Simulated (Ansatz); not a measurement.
TiSeS:
```
CELL_PARAMETERS angstrom
      3.49018     0.00000     0.00000
     -1.74509     3.02259     0.00000
      0.00000     0.00000     6.16779
ATOMIC_POSITIONS crystal
  Ti 0.33333 0.66667 0.98580
  Se 0.66667 0.33333 0.24362
  S  0.00000 0.00000 0.77057
```

Relaxed with r²SCAN. Special points in fractions of this cell's reciprocal vectors: Γ (0.000, 0.000, 0.000); M (0.500, 0.000, 0.000); K (0.333, 0.333, 0.000); A (0.000, 0.000, 0.500); L (0.500, 0.000, 0.500); H (0.333, 0.333, 0.500).

### Question
List the band energies nearest the Fermi level at these points for plane-wave PAW r²SCAN (Ansatz code).

### Answer
In eV from the Fermi level; about four levels below and three above (degenerate sets whole), none deeper than 8.9 eV; points with the same levels are listed once.

| k | below | above |
|---|---|---|
| Γ | -5.46 -3.17 -3.17 -0.70 | 0.08 0.08 0.36 0.36 |
| M | -3.20 -3.11 -2.67 -1.60 | 0.13 1.33 1.73 |
| K | -4.21 -2.98 -2.84 -2.72 | 1.05 1.43 1.68 |
| A | -3.15 -3.15 -2.52 -0.01 -0.01 | 0.35 0.35 1.34 |
| L | -3.11 -1.81 -1.45 -0.04 | 1.33 1.70 3.25 |
| H | -4.30 -3.23 -2.57 -2.54 | 1.05 1.29 1.41 |

Space group P3m1. The workflow started from a Materials Project entry (that database holds measured and hypothetical structures alike); the Crystallography Open Database copy checked does not list it. Its standing as an ambient phase is unchecked. The cell was relaxed with r²SCAN under the symmetry of its start; whether a distortion lowers the energy is not shown. No spin polarisation was allowed. A crystal of weakly bound layers computed without a dispersion correction: the cell and the soft elastic constants depend strongly on that. Scalar-relativistic: spin–orbit coupling is off unless named, which matters more the heavier the elements.

Potentials: the later of the program's two PAW sets.
